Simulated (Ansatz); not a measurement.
The elements of this relaxed trial crystal are hidden behind letters.

```
lattice vectors (Å)
   6.8863    0.0000    0.0000
  -3.4432    5.9637    0.0000
   0.0000    0.0000    4.0142
fractional positions
X 0.0000 0.0000 0.5000
Z 0.6667 0.3333 0.5000
Z 0.3333 0.6667 0.5000
Q 0.0000 0.5000 0.0000
Q 0.5000 0.5000 0.0000
Q 0.5000 0.0000 0.0000
```

Computed with Ansatz 0.2.0, DFT PBE, scalar-relativistic, plane waves, PAW. The final run on the 6-atom cell used 420 eV, a Γ-centred 6×6×10 mesh, 0.10 eV smearing and no spin polarisation.

| Item | Value |
| --- | --- |
| Space group | P6/mmm (No. 191) |
| Conventional cell | a = 6.886 Å, c = 4.014 Å |
| Volume per atom | 27.48 Å³ |
| Density | 5.31 g/cm³ |
| Energy over the elements | +0.15 eV/atom |
| Gap on the 6×6×10 mesh of the 6-atom cell | 0 eV (a metal) |

Energies are uncorrected and count from the elements' standard states at the same level.

Question: X is a d-block element of period 4, Z is a d-block element of period 5 and Q is a p-block element of period 4. Which elements are they?

Answer: X = Zn, Z = Cd, Q = Se, so the formula is ZnCd2Se3. Density times volume gives a mean mass of 5.31 × 27.48/1.6605 = 87.9 u per atom, and this set has 87.9 u. Zn is surrounded by 6 Cd at 3.98 Å, 12 Se at 3.99 Å and 2 Zn at 4.01 Å (long against covalent radii, as for large ions); around Cd lie 6 Se at 2.82 Å, 3 Zn at 3.98 Å and 5 Cd at 3.98–4.01 Å; Se is surrounded by 4 Cd at 2.82 Å, 4 Se at 3.44 Å and 4 Zn at 3.99 Å. Other sets within the hints have nearly the same mass, so mass alone doesn't settle it; this one was computed.

The cell is a metal run without spin; a magnetic state may lie lower. A structure relaxed within its symmetry needn't be a true minimum. Another cell of ZnCd2Se3 relaxed alike, in P-3m1, lies 0.60 eV/atom lower, so this cell isn't the stable form at this level.
